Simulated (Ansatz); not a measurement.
One stationary structure of Al. Space group Fm-3m (No. 225). Calculation: r2SCAN (plane waves to 500 eV, PAW, scalar-relativistic; Ansatz, a first-principles code).

```cif
data_Al3
_chemical_formula_sum 'Al3'
_space_group_name_H-M_alt 'P 1'
_space_group_IT_number 1
_cell_length_a 4.36352
_cell_length_b 4.36352
_cell_length_c 4.36352
_cell_angle_alpha 60.000
_cell_angle_beta 60.000
_cell_angle_gamma 60.000
loop_
_space_group_symop_operation_xyz
  'x, y, z'
loop_
_atom_site_label
_atom_site_type_symbol
_atom_site_fract_x
_atom_site_fract_y
_atom_site_fract_z
_atom_site_occupancy
Al1 Al 0.25000 0.25000 0.25000 1
Al2 Al 0.75000 0.75000 0.75000 1
Al3 Al 0.50000 0.50000 0.50000 1
```

```json
{
 "volume_per_atom": "19.58 Å³",
 "band_gap": "zero (metallic)",
 "shortest_distances": "Al–Al 2.67 Å",
 "k-mesh": "13×13×13"
}
```

Band energies at high-symmetry points (eV from the Fermi level; labels of this space group; no spin-orbit coupling), from −5 eV up to 1.9 eV:

```tsv
point	energies
Γ	0.05 0.05 0.05 0.56 0.56 0.56
X	-3.26 -3.26 -2.99 -0.24
U	-2.82 -1.31
K	-2.82 -1.31
L	-1.20 -1.20 0.28 0.52 0.52
W	-4.26 1.58 1.58
```

No spin polarisation in the result.

The run could not lose the symmetry of its start: the end is stationary, and may be a saddle point rather than a minimum.

All atoms sit on sites fixed by symmetry, so only the cell could relax.

The relaxed structure here is a generated cell of Al: the first start was made by a random draw of sites in a space group, and the end was not matched to a known phase here, so it may be hypothetical. A known form of Al has the same space group but another cell.
